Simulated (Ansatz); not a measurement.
# Si3N4, first-principles data

Si₃N₄:
```cif
data_N8Si6
_chemical_formula_sum 'Si6 N8'
_space_group_name_H-M_alt 'P 1'
_space_group_IT_number 1
_cell_length_a 5.43854
_cell_length_b 5.43854
_cell_length_c 5.43854
_cell_angle_alpha 60.000
_cell_angle_beta 60.000
_cell_angle_gamma 60.000
loop_
_space_group_symop_operation_xyz
  'x, y, z'
loop_
_atom_site_label
_atom_site_type_symbol
_atom_site_fract_x
_atom_site_fract_y
_atom_site_fract_z
_atom_site_occupancy
Si1 Si 0.62500 0.62500 0.62500 1
Si2 Si 0.12500 0.62500 0.62500 1
Si3 Si 0.62500 0.12500 0.62500 1
Si4 Si 0.62500 0.62500 0.12500 1
Si5 Si 0.25000 0.25000 0.25000 1
Si6 Si 0.00000 0.00000 0.00000 1
N1 N 0.86757 0.86757 0.86757 1
N2 N 0.39728 0.86757 0.86757 1
N3 N 0.86757 0.39728 0.86757 1
N4 N 0.86757 0.86757 0.39728 1
N5 N 0.38243 0.38243 0.38243 1
N6 N 0.85272 0.38243 0.38243 1
N7 N 0.38243 0.85272 0.38243 1
N8 N 0.38243 0.38243 0.85272 1
```

Space group Fd-3m (No. 227); conventional cell a = 7.691 Å, b = 7.691 Å, c = 7.691 Å, α = 90.00°, β = 90.00°, γ = 90.00°.

Method: the program Ansatz at the LDA level (PAW). Structure relaxed to zero pressure with the same functional. Other levels are named where they apply.

**Cell and energy**

```json
{
 "volume_per_atom": "8.12 Å³",
 "density": "4.10 g/cm³",
 "Formation energy from the elements (no fitted shifts)": "-1.34 eV/atom"
}
```

**Electronic structure**

```json
{
 "band_gap": "3.36 eV (indirect)",
 "valence_band_maximum": "on the K–Γ line, 57 % of the way from K",
 "conduction_band_minimum": "at Γ",
 "smallest_direct_gap_on_the_standard_path": "3.39 eV",
 "Electron effective mass, band 1 of 3 at the edge": "0.59 along [100], 0.47 along [110], 0.44 along [111] (mₑ)",
 "Electron effective mass, band 2 of 3 at the edge": "0.33 along [100], 0.38 along [110], 0.36 along [111] (mₑ)",
 "Electron effective mass, band 3 of 3 at the edge": "0.33 along [100], 0.33 along [110], 0.36 along [111] (mₑ)",
 "hole_effective_mass": "0.35, 1.1, 5.9 mₑ (principal values)"
}
```

**Mechanics**

```json
{
 "Bulk modulus (Birch–Murnaghan fit)": "321 GPa",
 "Pressure derivative B′": "4.1",
 "Elastic constants (relaxed ions, GPa)": "C11 = 561, C12 = 203, C44 = 345",
 "mechanical_stability": "stable (all eigenvalues of C positive)",
 "hill_bulk_and_shear_moduli": "322 and 265 GPa",
 "Young's modulus": "624 GPa",
 "Poisson's ratio": "0.18",
 "debye_temperature_from_the_elastic_constants": "1310 K"
}
```

**Dielectric response**

```json
{
 "Electronic dielectric constant ε∞ (DFPT)": "5.21",
 "Static dielectric constant ε0 (ions relaxed, cell fixed)": "12.3",
 "Born charges (a third of the trace)": "Si +3.59 to +3.66, N -2.73 e"
}
```

**Phonons**

```json
{
 "Highest zone-centre frequency (without LO–TO term)": "972 cm^-1",
 "zone_centre_stability": "no imaginary mode at Γ",
 "dynamical_stability_on_the_path": "stable (no imaginary branch)",
 "zero_point_energy": "112.7 meV/atom",
 "Vibrational entropy at 300 K": "7.5 J/(K·mol of atoms)"
}
```

The cell was relaxed with LDA under the symmetry of its start. The references are the lowest solids computed at this level, not always the standard phases (solids in place of the gases).

Potentials: the later of the program's two PAW sets.
